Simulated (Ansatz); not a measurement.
## Ge started on a Sn site and Ge started on a Sn site, 10.66 Å apart on the ideal sites in cubic perovskite CsSnI3, 40 atoms, charge 0

All numbers come from Ansatz (PAW, plane waves, no spin–orbit coupling) at the single k point (¼, ¼, ¼) without its symmetry partners. The atoms were relaxed with PBEsol in a fixed cell; other functionals are single points on those atoms unless said otherwise. The valence top and gap of the host come from its small cell on a dense mesh, with the band extrema sought between the mesh points, lined up by the mean potential, PBEsol gap 0.15 eV, HSE06 gap 0.52 eV.

Relaxed structure:

```yaml
crystal:
  lattice:
    - [12.31446, 0.00000, 0.00000]
    - [0.00000, 12.31446, 0.00000]
    - [0.00000, 0.00000, 12.31446]
  atoms:
    - { symbol: Cs, position: [0.00167, 0.00036, 0.99824] }
    - { symbol: Cs, position: [0.99501, 0.99895, 0.50163] }
    - { symbol: Cs, position: [0.00057, 0.49915, 0.00451] }
    - { symbol: Cs, position: [0.00119, 0.49905, 0.49920] }
    - { symbol: Cs, position: [0.50199, 0.99831, 0.99883] }
    - { symbol: Cs, position: [0.49826, 0.00052, 0.49998] }
    - { symbol: Cs, position: [0.49944, 0.49897, 0.00007] }
    - { symbol: Cs, position: [0.49653, 0.49852, 0.49976] }
    - { symbol: Ge, position: [0.25073, 0.25056, 0.25130] }
    - { symbol: Ge, position: [0.74920, 0.74921, 0.75022] }
    - { symbol: Sn, position: [0.25019, 0.24904, 0.75102] }
    - { symbol: Sn, position: [0.25068, 0.75056, 0.25032] }
    - { symbol: Sn, position: [0.24919, 0.74903, 0.75031] }
    - { symbol: Sn, position: [0.75113, 0.25044, 0.25009] }
    - { symbol: Sn, position: [0.75036, 0.25001, 0.75019] }
    - { symbol: Sn, position: [0.75073, 0.75040, 0.24974] }
    - { symbol: I, position: [0.24969, 0.24954, 0.00578] }
    - { symbol: I, position: [0.24856, 0.25034, 0.49339] }
    - { symbol: I, position: [0.24855, 0.75004, 0.00038] }
    - { symbol: I, position: [0.25024, 0.74908, 0.50030] }
    - { symbol: I, position: [0.74839, 0.24968, 0.00007] }
    - { symbol: I, position: [0.75077, 0.24868, 0.50011] }
    - { symbol: I, position: [0.74931, 0.74886, 0.99377] }
    - { symbol: I, position: [0.75019, 0.75113, 0.50623] }
    - { symbol: I, position: [0.00559, 0.25121, 0.25009] }
    - { symbol: I, position: [0.99979, 0.25007, 0.75035] }
    - { symbol: I, position: [0.99973, 0.74800, 0.24998] }
    - { symbol: I, position: [0.99435, 0.75008, 0.74887] }
    - { symbol: I, position: [0.49290, 0.24863, 0.24955] }
    - { symbol: I, position: [0.49989, 0.25061, 0.74906] }
    - { symbol: I, position: [0.49970, 0.74980, 0.24929] }
    - { symbol: I, position: [0.50666, 0.75207, 0.75180] }
    - { symbol: I, position: [0.24941, 0.00523, 0.25220] }
    - { symbol: I, position: [0.25092, 0.00025, 0.75003] }
    - { symbol: I, position: [0.24928, 0.49291, 0.24892] }
    - { symbol: I, position: [0.25037, 0.50025, 0.75067] }
    - { symbol: I, position: [0.75096, 0.99941, 0.24966] }
    - { symbol: I, position: [0.75041, 0.99447, 0.75024] }
    - { symbol: I, position: [0.75017, 0.49943, 0.24922] }
    - { symbol: I, position: [0.75050, 0.50677, 0.75034] }
```

Chemical potentials μ are those of reference phases of the elements at zero temperature by the same functional (the usual solids, diamond for C, grey Sn, and the molecules H2, N2, O2, F2, Cl2, Br2 and S8).

```csv
functional,E(defect) − E(host) − Σ nμ + q·E_VBM (eV),monopole (eV),alignment (eV),formation energy at E_F = VBM (eV),moment (μB),"wall time, shared host"
PBEsol,1.33,0.00,0.00,1.33,0 (no spin),6.1 s on NVIDIA H100 (relaxation)
```

Estimate the formation energy and moment that HSE06 gives on these atoms.

1.32 eV at E_F = VBM, moment 0 (no spin).

All elements are taken at their own reference at once; growth conditions in equilibrium with the host shift these energies, by up to the host's formation enthalpy.

The ideal cubic host may itself distort, and that gain is in these energies.

One k point and a cell of this size can leave errors of several tenths of an eV in such numbers.
